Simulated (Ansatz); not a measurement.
Kick test of a cell of Al₅As

It was reached by relaxing an invented guess, and it needn't be the stable form of this composition.

Computed with Ansatz 0.2.0, DFT PBE, scalar-relativistic, plane waves, PAW. Settings: cutoff 420 eV, Γ-centred mesh 8×8×4 on the computed 12-atom cell, Gaussian smearing of 0.10 eV; no spin polarisation.

The cell below (12 atoms, space group Pmm2 (No. 25)) is relaxed within its symmetry.

```
Al As
1.0
     4.03444    0.00000    0.00000
     0.00000    3.99703    0.00000
     0.00000    0.00000   14.36952
Al As
10 2
Direct
  0.50000 0.00000 0.68213
  0.00000 0.50000 0.88840
  0.00000 0.50000 0.13513
  0.50000 0.00000 0.11732
  0.00000 0.00000 0.55482
  0.00000 0.50000 0.40990
  0.50000 0.50000 0.54368
  0.50000 0.00000 0.40527
  0.00000 0.00000 0.26994
  0.50000 0.50000 0.26071
  0.50000 0.50000 0.78939
  0.00000 0.00000 0.99729
```

For the test it was strained at random (σ = 1.5 % a component), the atoms were moved at random (σ = 0.05 Å), and all was relaxed again on a coarse 6×6×2 mesh (in the run’s order of axes) with 0.20 eV smearing, with no symmetry imposed.

Question: What happens?

Answer: It returns, within 2 meV/atom of the unmoved cell on that mesh and with the same symmetry when read at 0.1 Å (Pm at 0.01 Å, so small strains and shifts remain). So it is stable against the distortions that fit this cell and that this random move excites. Modes that don't fit the cell aren't tested.
